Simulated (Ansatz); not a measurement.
Q: Name crystals whose computed values (the program Ansatz at the r²SCAN level (PAW)) fall in these windows: B₀ by P(V) fit (GPa) 82 to 110; G_Hill (GPa) 43 to 60; Θ_D (K) 270 to 350.

A: 

```csv
crystal,B₀ by P(V) fit (GPa),G_Hill (GPa),Θ_D (K)
"Zr, P6/mmm (Zr on 1a, Zr on 2d)",97.1,50.0,322
```
Others may fit too.

Not the usual ambient phase: Zr, P6/mmm (Zr on 1a, Zr on 2d). The cell was relaxed under the symmetry of its start. Rows with no word on spin ran without spin polarisation. Spin–orbit coupling is left out wherever it is not named.

Potentials: the later of the program's two PAW sets.
